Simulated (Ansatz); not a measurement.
A geometry of MoS2 away from equilibrium: step 3 of the relaxation of a relaxed MoS2 cell displaced along its unstable phonon at q = (½, ½, ½) of its primitive reciprocal cell (93i cm⁻¹), largest move 0.15 Å. The numbers are results of PBEsol (plane waves to 420 eV, PAW, scalar-relativistic; Ansatz, a quantum-chemistry and plane-wave program), not measurements. Γ-centred k-mesh 10×10×10 on the run's cell (coarser than for final values), Fermi–Dirac smearing 0.05 eV. The plane waves were selected for a different cell earlier on the path.

```yaml
crystal:
  lattice:
    - [-4.67333, 4.83624, 9.04028]
    - [0.00000, 0.00000, 9.04028]
    - [0.00000, 4.83624, 0.00000]
  atoms:
    - { symbol: Mo, position: [0.00000, 0.49243, 0.93519] }
    - { symbol: Mo, position: [0.50000, 0.49243, 0.06481] }
    - { symbol: Mo, position: [0.50000, 0.75757, 0.43519] }
    - { symbol: Mo, position: [0.00000, 0.75757, 0.56481] }
    - { symbol: S, position: [0.00000, 0.22664, 0.98246] }
    - { symbol: S, position: [0.50000, 0.22664, 0.01754] }
    - { symbol: S, position: [0.00000, 0.49836, 0.45382] }
    - { symbol: S, position: [0.50000, 0.49836, 0.54618] }
    - { symbol: S, position: [0.00000, 0.02336, 0.51754] }
    - { symbol: S, position: [0.50000, 0.02336, 0.48246] }
    - { symbol: S, position: [0.00000, 0.75164, 0.04618] }
    - { symbol: S, position: [0.50000, 0.75164, 0.95382] }
```

Q: What forces act on the atoms (eV/Å)?

A: 
| atom | Fx | Fy | Fz |
|---|---|---|---|
| Mo1 | 0.00 | -0.18 | -0.06 |
| Mo2 | 0.00 | 0.18 | -0.06 |
| Mo3 | 0.00 | -0.18 | 0.06 |
| Mo4 | 0.00 | 0.18 | 0.06 |
| S5 | 0.00 | -0.09 | 0.16 |
| S6 | 0.00 | 0.09 | 0.16 |
| S7 | 0.00 | 0.43 | 0.10 |
| S8 | 0.00 | -0.43 | 0.10 |
| S9 | 0.00 | 0.09 | -0.16 |
| S10 | 0.00 | -0.09 | -0.16 |
| S11 | 0.00 | -0.43 | -0.10 |
| S12 | 0.00 | 0.43 | -0.10 |

The path ends in Pmna (No. 53). No spin polarisation in the result.

The run could not lose the symmetry of its start, so the end can be a saddle point.

The end of the path is a generated cell of MoS2: the first start was made by placing the elements on the sites of a structure type, and the end was not matched to a known phase here, so it may be hypothetical. Known forms of MoS2 include space group No. 160, 194.
